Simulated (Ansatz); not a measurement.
## Structures of NaHF2: which is lowest?

Plane-wave DFT in Ansatz with scalar-relativistic PAW potentials, cutoff 420 eV, Γ-centred meshes chosen by cell and gap, Gaussian smearing with energies taken to zero width. Every cell was relaxed (cell and atoms) in a run of its own, within the symmetry of its start. Functional: PBEsol.

Relaxed structures (starts from databases or built by putting these elements on another compound's sites):
A. R-3m, 4 atoms in the computed cell, a = 3.478 Å, c = 13.730 Å; sites (symmetry × multiplicity) Na -3m × 3, H -3m × 3, F 3m × 6; start: database
B. P4/nmm, 8 atoms in the computed cell, a = 3.878 Å, c = 5.669 Å; sites (symmetry × multiplicity) Na 4mm × 2, H 4mm × 2, F -4m2 × 2 + 4mm × 2; start: built

Rank them by energy. Could pressure change the order?

```csv
structure,group,E − E(lowest) (meV/atom),V (Å³/atom),gap on mesh (eV)
A,R-3m,0.0,11.98,6.90
B,P4/nmm,235,10.66,4.61
```

A is lowest, 235 meV/atom under B. B is denser by 1.33 Å³/atom, so pressure favours it: ΔE/ΔV, with ΔE in eV and 1 eV/Å³ = 160.2 GPa, gives about 28 GPa for equal enthalpy if both cells were rigid; at such pressures compression changes ΔV much, so this is a scale only. Other structures may lie lower than all of these, and vibrations aren't counted.